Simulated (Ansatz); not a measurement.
Polymorphs of AlNi, each relaxed with plane-wave PAW PBE (Ansatz code):

A: Cmcm, a = 2.678 Å, b = 9.387 Å, c = 4.008 Å, α = β = γ = 90.00°

B: CsCl type (Pm-3m), a = b = c = 2.8928 Å, α = β = γ = 90.00°

C: rock salt (Fm-3m), a = 4.857 Å, b = 4.857 Å, c = 4.857 Å, α = 90.00°, β = 90.00°, γ = 90.00°

D: Fd-3m, a = 5.8464 Å, b = 5.8464 Å, c = 5.8464 Å, α = 90.00°, β = 90.00°, γ = 90.00°

**Question.** Order them by energy per atom at 0 K (lowest first) at the level PBE.

**Answer.** B (+0 meV/atom), A (+163 meV/atom), D (+318 meV/atom), C (+624 meV/atom)

Typed or built starts, not in the databases checked: A; C; D. Not the usual ambient phase: A; C; D. Began spin-polarised and lost the moments: A; C; D. All cells were relaxed under the symmetry of their starts (and spin orders); stability against distortions was not tested throughout. Rows with no word on spin ran without spin polarisation.

Energies hold the estimated change up to a 700 eV cutoff; steps of a few meV lie near the error of the meshes.

Potentials: the earlier of the program's two PAW sets.
